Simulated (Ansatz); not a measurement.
Trial structure of Ho3F2, not yet relaxed:

```
Ho F
1.0
     4.60521    0.00000    0.00000
     0.00000    4.60521    0.00000
     0.00000    0.00000    4.60521
Ho F
3 2
Direct
  0.50000 0.00000 0.00000
  0.00000 0.50000 0.00000
  0.00000 0.00000 0.50000
  0.50000 0.50000 0.50000
  0.00000 0.00000 0.00000
```

The calculation used DFT PBE, scalar-relativistic, plane waves, PAW, and for the lanthanide a 4f-in-core norm-conserving potential (Ansatz 0.2.0). Plane waves to 690 eV, a k mesh through Γ of 4×4×4 on the computed 5-atom cell and Gaussian smearing (0.10 eV); no spin polarisation.

The zero of energy is the elements' standard structures at the same level (F₂ as a molecule); no fitted shifts are applied.

Task: How far from equilibrium is it?

Result: The pressure is 7.7 GPa (it wants to expand), the largest force is 0.00 eV/Å (symmetry fixes the atoms), and the energy is −0.80 eV/atom against the elements. The shortest distance is 2.30 Å.

Task: Is it a good guess?

Result: A fair one: relaxing gains under 0.1 eV/atom (the start's value is from the coarse mesh, so the gain is rough) in 7 ionic steps and ends at −0.85 eV/atom on the finer mesh. The symmetry stays Pm-3m (No. 221). The volume per atom grows by 17.2 %, from 19.5 to 22.9 Å³. The shortest distance goes from 2.30 Å (Ho–F) to 2.43 Å (Ho–F). Conventional cell: a = 4.855 Å. Ho has 2 F at 2.43 Å, 4 F at 3.43 Å and 8 Ho at 3.43 Å; F on its first site is surrounded by 12 Ho at 3.43 Å; around F on its second site lie 6 Ho at 2.43 Å.

The last run used an 8×8×8 mesh for its 5-atom cell and Gaussian smearing of 0.10 eV. An odd number of valence electrons (the lanthanide is held trivalent, its 4f shell in the core) allows no gap without spin; another valence of the lanthanide, a larger cell or a magnetic state could open one. The cell is a metal run without spin; a magnetic state may lie lower. The relaxation can't lower the symmetry of the start, and the grade says only how near the guess is to its own end. A structure relaxed within its symmetry needn't be a true minimum. Another cell of Ho3F2 relaxed alike, in P-3m1, lies 1.13 eV/atom lower, so this cell isn't the stable form at this level.

The lanthanide is trivalent by construction, without f bands, f moments or other valences. The reference runs of the other elements, and any phases without the lanthanide, used 420 eV, which shifts energies against them by under 10 meV/atom. The lanthanide's reference is the lowest of its hcp, dhcp and fcc cells.
